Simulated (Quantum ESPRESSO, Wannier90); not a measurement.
## Wannierisation of YSF (P4/nmm)

Materials Project entry mp-10086; symmetrised, unrelaxed at this level. Not found in the COD (Crystallography Open Database) copy used, which has the formula in other groups; not checked further. Method: PBEsol plane waves in Quantum ESPRESSO 7.5 (PseudoDojo norm-conserving files, 68 Ry, spinors with spin-orbit coupling), Bloch states on a 4×4×4 mesh through Γ, Wannier90 4.0.1. Density: 8×8×6 mesh, Gaussian smearing 0.01 Ry.

On the energy scale of pw.x, whose zero is arbitrary, the valence-band maximum lies at 9.71 eV.

Input w.win:

```
num_bands = 12
num_wann = 12
exclude_bands = 1-36,49-100
spinors = true
num_iter = 1000
conv_tol = 1.0e-6
conv_window = 4
write_hr = true
write_u_matrices = true
auto_projections = true
begin unit_cell_cart
ang
    3.7729900000    0.0000000000    0.0000000000
    0.0000000000    3.7729900000    0.0000000000
    0.0000000000    0.0000000000    6.8266700000
end unit_cell_cart
begin atoms_frac
Y    0.0000000000  0.5000000000  0.2272300000
Y    0.5000000000  0.0000000000 -0.2272300000
S    0.0000000000  0.5000000000 -0.3544300000
S    0.5000000000  0.0000000000  0.3544300000
F    0.0000000000  0.0000000000  0.0000000000
F    0.5000000000  0.5000000000  0.0000000000
end atoms_frac
mp_grid = 4 4 4
begin kpoints
0.0000000000 0.0000000000 0.0000000000
0.0000000000 0.0000000000 0.2500000000
0.0000000000 0.0000000000 0.5000000000
... (61 more lines: the 4x4x4 mesh through Gamma)
end kpoints
```

Input of pw2wannier90.x that gives the overlap and projection files (equivalent; here they were cut from one run over all bands):

```
&inputpp
  outdir = './out'
  prefix = 'pwscf'
  seedname = 'w'
  write_amn = .true.
  write_mmn = .true.
  atom_proj = .true.
  atom_proj_exclude = 1 2 3 4 5 6 7 8 9 10 11 12 13 14 15 16 17 18 19 20 21 22 23 24 25 26 27 28 29 30 31 32 33 34 35 36 37 38 39 40 41 42 49 50 57 58 59 60 61 62 63 64 65 66 67 68 69 70 71 72
/
```

Output w.wout (banner and timings cut):

```
                                    ------
                                    SYSTEM
                                    ------

                              Lattice Vectors (Ang)
                    a_1     3.772990   0.000000   0.000000
                    a_2     0.000000   3.772990   0.000000
                    a_3     0.000000   0.000000   6.826670

                   Unit Cell Volume:      97.18074  (Ang^3)

                        Reciprocal-Space Vectors (Ang^-1)
                    b_1     1.665307   0.000000   0.000000
                    b_2     0.000000   1.665307   0.000000
                    b_3     0.000000   0.000000   0.920388

 *----------------------------------------------------------------------------*
 |   Site       Fractional Coordinate          Cartesian Coordinate (Ang)     |
 +----------------------------------------------------------------------------+
 | y    1   0.00000   0.50000   0.22723   |    0.00000   1.88650   1.55122    |
 | y    2   0.50000   0.00000  -0.22723   |    1.88650   0.00000  -1.55122    |
 | s    1   0.00000   0.50000  -0.35443   |    0.00000   1.88650  -2.41958    |
 | s    2   0.50000   0.00000   0.35443   |    1.88650   0.00000   2.41958    |
 | f    1   0.00000   0.00000   0.00000   |    0.00000   0.00000   0.00000    |
 | f    2   0.50000   0.50000   0.00000   |    1.88650   1.88650   0.00000    |
 *----------------------------------------------------------------------------*
                                ------------
                                K-POINT GRID
                                ------------

             Grid size =  4 x  4 x  4      Total points =   64

 *---------------------------------- MAIN ------------------------------------*
 |  Number of Wannier Functions               :                12             |
 |  Number of Objective Wannier Functions     :                12             |
 |  Number of input Bloch states              :                12             |
 |  Output verbosity (1=low, 5=high)          :                 1             |
 |  Timing Level (1=low, 5=high)              :                 1             |
 |  Optimisation (0=memory, 3=speed)          :                 3             |
 |  Length Unit                               :               Ang             |
 |  Post-processing setup (write *.nnkp)      :                 F             |
 |  Using Gamma-only branch of algorithms     :                 F             |
 *----------------------------------------------------------------------------*
 *------------------------------- WANNIERISE ---------------------------------*
 |  Total number of iterations                :              1000             |
 |  Number of CG steps before reset           :                 5             |
 |  Trial step length for line search         :             2.000             |
 |  Convergence tolerence                     :         0.100E-05             |
 |  Convergence window                        :                 4             |
 |  Iterations between writing output         :                 1             |
 |  Iterations between backing up to disk     :               100             |
 |  Write r^2_nm to file                      :                 F             |
 |  Write xyz WF centres to file              :                 F             |
 |  Write on-site energies <0n|H|0n> to file  :                 F             |
 |  Use guiding centre to control phases      :                 F             |
 |  Use phases for initial projections        :                 F             |
 *----------------------------------------------------------------------------*
 *-------------------------------- PLOTTING ----------------------------------*
 |  Plotting Hamiltonian in WF basis          :                 T             |
 *----------------------------------------------------------------------------*

 *---------------------------------- K-MESH ----------------------------------*
 +----------------------------------------------------------------------------+
 |                    Distance to Nearest-Neighbour Shells                    |
 |                    ------------------------------------                    |
 |          Shell             Distance (Ang^-1)          Multiplicity         |
 |          -----             -----------------          ------------         |
 |             1                   0.230097                      2            |
 |             2                   0.416327                      4            |
 |             3                   0.460194                      2            |
 |             4                   0.475681                      8            |
 |             5                   0.588775                      4            |
 |             6                   0.620569                      8            |
 |             7                   0.632140                      8            |
 |             8                   0.690291                      2            |
       ... (lines left out)
 +----------------------------------------------------------------------------+
 | The b-vectors are chosen automatically                                     |
 | The following shells are used:                       1,  2                 |
 +----------------------------------------------------------------------------+
 |                        Shell   # Nearest-Neighbours                        |
 |                        -----   --------------------                        |
 |                          1               2                                 |
 |                          2               4                                 |
 +----------------------------------------------------------------------------+
 | Completeness relation is fully satisfied [Eq. (B1), PRB 56, 12847 (1997)]  |
 +----------------------------------------------------------------------------+
 |                  b_k Vectors (Ang^-1) and Weights (Ang^2)                  |
 |                  ----------------------------------------                  |
 |            No.         b_k(x)      b_k(y)      b_k(z)        w_b           |
 |            ---        --------------------------------     --------        |
 |             1         0.000000    0.000000    0.230097     9.443828        |
 |             2         0.000000    0.000000   -0.230097     9.443828        |
 |             3         0.000000    0.416327    0.000000     2.884706        |
 |             4         0.416327    0.000000    0.000000     2.884706        |
 |             5         0.000000   -0.416327    0.000000     2.884706        |
 |             6        -0.416327    0.000000    0.000000     2.884706        |
 +----------------------------------------------------------------------------+
 |                           b_k Directions (Ang^-1)                          |
 |                           -----------------------                          |
 |            No.           x           y           z                         |
 |            ---        --------------------------------                     |
 |             1         0.000000    0.000000    0.230097                     |
 |             2         0.000000    0.416327    0.000000                     |
 |             3         0.416327    0.000000    0.000000                     |
 +----------------------------------------------------------------------------+

 Starting a new Wannier90 calculation ...

 Reading overlaps from w.mmn

 Reading projections from w.amn

 *------------------------------- WANNIERISE ---------------------------------*
 +--------------------------------------------------------------------+<-- CONV
 | Iter  Delta Spread     RMS Gradient      Spread (Ang^2)            |<-- CONV
 +--------------------------------------------------------------------+<-- CONV

 ------------------------------------------------------------------------------
 Initial State
  WF centre and spread    1  ( -0.000000,  1.886495, -2.245233 )     2.66513645
  WF centre and spread    2  (  0.000000,  1.886495, -2.400908 )     2.76048969
  WF centre and spread    3  ( -0.000000,  1.886495, -2.400908 )     2.76048969
  WF centre and spread    4  (  0.000000,  1.886495, -2.245233 )     2.66513645
  WF centre and spread    5  ( -0.000000,  1.886495, -2.324311 )     2.70341012
  WF centre and spread    6  ( -0.000000,  1.886495, -2.324311 )     2.70341012
  WF centre and spread    7  (  1.886495,  0.000000,  2.245233 )     2.66513645
  WF centre and spread    8  (  1.886495, -0.000000,  2.400908 )     2.76048969
  WF centre and spread    9  (  1.886495,  0.000000,  2.400908 )     2.76048969
  WF centre and spread   10  (  1.886495, -0.000000,  2.245233 )     2.66513645
  WF centre and spread   11  (  1.886495, -0.000000,  2.324311 )     2.70341012
  WF centre and spread   12  (  1.886495,  0.000000,  2.324311 )     2.70341012
  Sum of centres and spreads ( 11.318970, 11.318970,  0.000000 )    32.51614504

      0     0.325E+02     0.0000000000       32.5161450374  <-- CONV
        O_D=      0.0733977 O_OD=      0.7378266 O_TOT=     32.5161450 <-- SPRD
 ------------------------------------------------------------------------------
      1    -0.349E-01     0.2416896194       32.4812898292  <-- CONV
        O_D=      0.0753903 O_OD=      0.7009789 O_TOT=     32.4812898 <-- SPRD
      2    -0.134E-01     0.1591892912       32.4678632690  <-- CONV
        O_D=      0.0753393 O_OD=      0.6876033 O_TOT=     32.4678633 <-- SPRD
      3    -0.465E-02     0.1061869038       32.4632097188  <-- CONV
        O_D=      0.0747903 O_OD=      0.6834988 O_TOT=     32.4632097 <-- SPRD
      4    -0.997E-03     0.0515811234       32.4622128415  <-- CONV
        O_D=      0.0747443 O_OD=      0.6825478 O_TOT=     32.4622128 <-- SPRD
      5    -0.327E-03     0.0288959731       32.4618859290  <-- CONV
        O_D=      0.0747499 O_OD=      0.6822154 O_TOT=     32.4618859 <-- SPRD
       ... (lines left out)
    100    -0.206E-03     0.0156627696       32.3070179449  <-- CONV
        O_D=      0.1027136 O_OD=      0.4993837 O_TOT=     32.3070179 <-- SPRD
       ... (lines left out)
    193    -0.565E-06     0.0009759569       32.2971334292  <-- CONV
        O_D=      0.1043158 O_OD=      0.4878969 O_TOT=     32.2971334 <-- SPRD
    194    -0.558E-06     0.0014862998       32.2971328715  <-- CONV
        O_D=      0.1043154 O_OD=      0.4878967 O_TOT=     32.2971329 <-- SPRD
    195    -0.640E-06     0.0009663336       32.2971322312  <-- CONV
        O_D=      0.1043150 O_OD=      0.4878966 O_TOT=     32.2971322 <-- SPRD
             <<<     Delta < 1.000E-06  over  4 iterations     >>>
             <<< Wannierisation convergence criteria satisfied >>>
 Final State
  WF centre and spread    1  ( -0.000000,  1.886495, -2.243683 )     2.66737733
  WF centre and spread    2  (  0.000000,  1.886495, -2.475633 )     2.75200986
  WF centre and spread    3  ( -0.000000,  1.886495, -2.475633 )     2.75200986
  WF centre and spread    4  (  0.000000,  1.886495, -2.243683 )     2.66737733
  WF centre and spread    5  (  0.000000,  1.886495, -2.246881 )     2.65489587
  WF centre and spread    6  ( -0.000000,  1.886495, -2.246881 )     2.65489587
  WF centre and spread    7  (  1.886495,  0.000000,  2.243683 )     2.66737733
  WF centre and spread    8  (  1.886495,  0.000000,  2.475633 )     2.75200986
  WF centre and spread    9  (  1.886495,  0.000000,  2.475633 )     2.75200986
  WF centre and spread   10  (  1.886495, -0.000000,  2.243683 )     2.66737732
  WF centre and spread   11  (  1.886495, -0.000000,  2.246881 )     2.65489587
  WF centre and spread   12  (  1.886495,  0.000000,  2.246881 )     2.65489587
  Sum of centres and spreads ( 11.318970, 11.318970,  0.000000 )    32.29713223

         Spreads (Ang^2)       Omega I      =    31.704920695
        ================       Omega D      =     0.104314956
                               Omega OD     =     0.487896581
    Final Spread (Ang^2)       Omega Total  =    32.297132231
```
